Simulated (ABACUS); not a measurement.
## Cell size against k-point sampling: Al2Cu (space group no. 139; from Materials Project mp-985806)

The cell holds 24 atoms: 2 × 2 × 2 repeats of the unit below.

```
Al2Cu
1.0
   -2.03034     2.03034     2.85109
    2.03034    -2.03034     2.85109
    2.03034     2.03034    -2.85109
Al Cu
2 1
Direct
  0.75000   0.25000   0.50000
  0.25000   0.75000   0.50000
  0.50000   0.50000   0.00000
```

Method: LDA (PW92), numerical atomic orbitals DZP (confined pseudo-atomic orbitals with Gaussian additions; energy shift 0.003 Ry), PseudoDojo 0.4 standard norm-conserving LDA (tails mended) pseudopotentials (ABACUS).

Settings: basis = DZP numerical atomic orbitals, energy shift 0.003 Ry; KPT = Gamma 4 4 4 0 0 0; basis_type = lcao; dft_functional = PWLDA; ecutwfc = 100 Ry; smearing_method = fd; smearing_sigma = 0.00734986 Ry; potentials = PseudoDojo 0.4 standard norm-conserving LDA (tails mended); symmetry = 1; symmetry_prec = 1e-05; ks_solver = scalapack_gvx; scf_nmax = 100; scf_thr = 1.0e-07; mixing_type = broyden.

The same crystal is run in cells of several sizes, at the zone centre alone and on meshes of about one spacing (all through Γ); other settings stay, and the mesh named above is that of the cell described.

Q: How does the zone-centre energy approach that of the best-sampled run as the cell grows?

A: At the zone centre alone the energy per atom lies 7126 meV from run R3 in the cell of 3 atoms and 22.0 meV in that of 108. The runs on meshes spread over 2.6 meV/atom. A supercell at Γ samples the same points as the small cell on a mesh of its repeats, so the product of atoms and mesh points roughly measures the sampling (how it is spread over the three directions matters too); run R3 has the largest product here, or one of the largest, and need not be converged itself.

| run | repeats | atoms | k-point mesh | atoms × mesh points | ΔF from R3 (meV/atom) | pressure (GPa) | rough cost (cheapest run = 1) |
|---|---|---|---|---|---|---|---|
| R0 | 1 × 1 × 1 | 3 | 1 × 1 × 1 | 3 | 7126.0 | 34.59 | 1 |
| R1 | 1 × 1 × 1 | 3 | 7 × 7 × 7 | 1029 | 2.1 | -2.55 | 1 |
| R2 | 2 × 2 × 2 | 24 | 1 × 1 × 1 | 24 | 635.7 | 7.16 | 7 |
| R3 | 2 × 2 × 2 | 24 | 4 × 4 × 4 | 1536 | 0.0 | -2.53 | 8 |
| R4 | 2 × 2 × 3 | 36 | 1 × 1 × 1 | 36 | 188.8 | -0.21 | 10 |
| R5 | 2 × 2 × 3 | 36 | 3 × 3 × 3 | 972 | 2.6 | -2.50 | 10 |
| R6 | 3 × 3 × 4 | 108 | 1 × 1 × 1 | 108 | 22.0 | -3.19 | 40 |

The atom-centred basis is finite, which shifts total energies, pressures and forces against plane waves. The structure comes from a collection of computed structures, made at another level of theory; the collection holds predicted forms beside known ones. No clean gap shows at this smearing width and mesh (spacing up to 0.27 Å⁻¹); the mesh is coarse for partly filled bands, so the values carry mesh errors.

Costs are rough ratios from one shared machine.

Small differences between rows can be mesh errors.

The atomic orbitals were generated for these runs; they are not ABACUS's published sets and were checked against plane waves on a few crystals only.

“Tails mended”: in these copies of the files the far tail of each local potential was reset to the Coulomb form.
